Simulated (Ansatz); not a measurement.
Ansatz (a first-principles code) input:

Ansatz 0.2 input:
```yaml
crystal:
  lattice:
    - [12.016441767, 0.0, 0.0]
    - [0.0, 4.2061398906, 0.0]
    - [0.0, 0.0, 4.3510359587]
  atoms:
    - { symbol: Pb, position: [0.872214853, 0.25, 0.1814536445] }
    - { symbol: Pb, position: [0.127785147, 0.75, 0.8185463555] }
    - { symbol: Pb, position: [0.627785147, 0.75, 0.6814536445] }
    - { symbol: Pb, position: [0.372214853, 0.25, 0.3185463555] }
    - { symbol: S, position: [0.644310173, 0.25, 0.1063699435] }
    - { symbol: S, position: [0.355689827, 0.75, 0.8936300565] }
    - { symbol: S, position: [0.855689827, 0.75, 0.6063699435] }
    - { symbol: S, position: [0.144310173, 0.25, 0.3936300565] }
kpoints:
  mp_grid: { grid: [3, 7, 7] }
hamiltonian:
  xc: r2scan
  dispersion: d4
  pseudopotentials: { kind: paw }
scf:
  occupations: { method: fixed }
checkpoint: { read: static.run }
output: { write_density: true, elf: true, volumetric_format: npy }
```

Output (shortened):

```
Pseudopotential: Pb, paw, valence charge 14
Pseudopotential: S, paw, valence charge 6
Functional definition: r2SCAN
Crystal: 8 atoms, lattice volume = 219.914 Å³
Basis set: ecut = 500 eV, 5575 PW (Γ), exchange–correlation on 360×128×128 points (64 copies of the dense FFT grid, shifted against one another)
Bands: 48, of which v1, the nominal top of the filled ones, is band 40 counted from 1 (39 counted from 0)
Symmetry: 8 space group operations
Space group: Pnma (ITA 62), of the structure as read, at distance tolerance 6.0e-5 Å
k-points: 32 of 147
Stability of the state it starts from, as read at its close in the unpolarized treatment …
iter 1 solved again at ethr=1.17e-7 eV; its pass at ethr=3.10e-3 eV (dr2=9.32e-5 eV) is discarded
SCF iter   1: F=—  HF=-51312.964349 eV  |F-HF|=—  |Δ(HF+E_count)|=         —  Δρ=4.37e-7  dr2=4.06e-10  dr2_τ=1.46e-11  ethr=1.17e-7  ⟨swp⟩=3.8  Hψ=9857  notcnv=0  defer=191
preconditioner: auto → Resta (q_TF=auto, 2.305 Å⁻¹)
SCF iter   2: F=-51312.964349 eV  HF=-51312.964349 eV  |F-HF|=1.82e-10  |Δ(HF+E_count)|=   9.02e-8  Δρ=3.22e-7  dr2=2.91e-10  dr2_τ=1.14e-11  ethr=1.00e-12  ⟨swp⟩=13.7  Hψ=9324  notcnv=0
SCF 1 converged in 2 iterations: F = -51312.964349 eV  dr2 = 2.91e-10
SCF converged after 2 iterations
Free energy (F): -51312.964349 eV
Harris-Foulkes:  -51312.964349 eV  (|F-HF|=1.82e-10)
Internal energy: -51312.964349 eV  (E = F + TS)
E sigma→0 (E₀):  -51312.964349 eV
Fermi energy:    7.010393 eV
--- Per-component energies (eV) ---
  E_band       = -320.856910
  E_kinetic    = 1571.211419
  E_local      = -5139.215344  (includes V_loc(G=0)·N_el)
  E_nonlocal   = 1516.778136
  E_hartree    = 2004.521239
  E_xc         = -1200.576671
  E_vxc        = -957.868736  (∫ρ·V_xc dr)
  E_paw        = -44165.251246  (= ΣΔE_a)
  E_vpaw       = -1380.583416  (= ΣTr[D̂ρ^β])
  E_aug_tail   = 0.000080  (compensation charges beyond the density's cutoff)
  E_vtau       = 59.777852  (kinetic-family band-sum trace: ∫τ·v_τ [+ j·A + Jᵃ·Aᵃ] dr)
  E_ewald      = -5902.794492
  E_disp       = -1.060411  (pairwise vdW)
  E_core_change = 3.422943  (= ΣΔE_core)
  E_smearing   =  0.000000  (= −TS)
  E_closure    =  0.000000  (closes the sum)
  Σ components = -51312.964349   (vs F -51312.964349, Δ=0.00e0)
  [band-id]    e_kinetic+e_local+e_nonlocal+2·e_hartree+e_vxc+e_vpaw+e_augmentation_tail+e_vtau = -320.857532   (vs E_band -320.856910, Δ=-6.22e-4)
--- Band table (eV; the first three rows and the last of 32) ---
  k-point 0: bands = ["-10.0233", "-9.9791", "-9.9041", "-9.9041", "-9.8989", "-9.8874", "-9.8840", "-9.8832", "-9.8809", "-9.8746", "-9.8733", "-9.8733", "-9.8591", "-9.8579", "-9.8548", "-9.8491", "-9.8467", "-9.8407", "-9.8221", "-9.8171", "-6.4777", …
  k-point 1: bands = ["-10.0126", "-9.9717", "-9.9050", "-9.8984", "-9.8938", "-9.8893", "-9.8859", "-9.8841", "-9.8799", "-9.8791", "-9.8728", "-9.8704", "-9.8653", "-9.8611", "-9.8546", "-9.8448", "-9.8434", "-9.8432", "-9.8264", "-9.8186", "-6.3750", …
  k-point 2: bands = ["-9.9852", "-9.9540", "-9.9091", "-9.8998", "-9.8937", "-9.8932", "-9.8876", "-9.8873", "-9.8803", "-9.8759", "-9.8756", "-9.8707", "-9.8613", "-9.8609", "-9.8509", "-9.8468", "-9.8437", "-9.8366", "-9.8354", "-9.8223", "-6.0880", …
  k-point 31: bands = ["-10.0133", "-10.0097", "-9.9982", "-9.9949", "-9.8932", "-9.8913", "-9.8808", "-9.8803", "-9.8690", "-9.8673", "-9.8601", "-9.8590", "-9.8388", "-9.8370", "-9.8358", "-9.8348", "-9.8343", "-9.8327", "-9.8250", "-9.8232", "-4.9954", …
```

Cost: around 15 core-seconds (rough) on shared cores.

The first step of the workflow began from a Materials Project structure, measured or hypothetical; the Crystallography Open Database copy checked does not list it. It is not the phase usual at ambient conditions (space group No. 225). The cell was relaxed with r²SCAN+D4 under the symmetry of its start; whether a distortion lowers the energy is not shown. Spin–orbit coupling is left out wherever it is not named.

Potentials: the later of the program's two PAW sets.

Ansatz is a plane-wave DFT program.
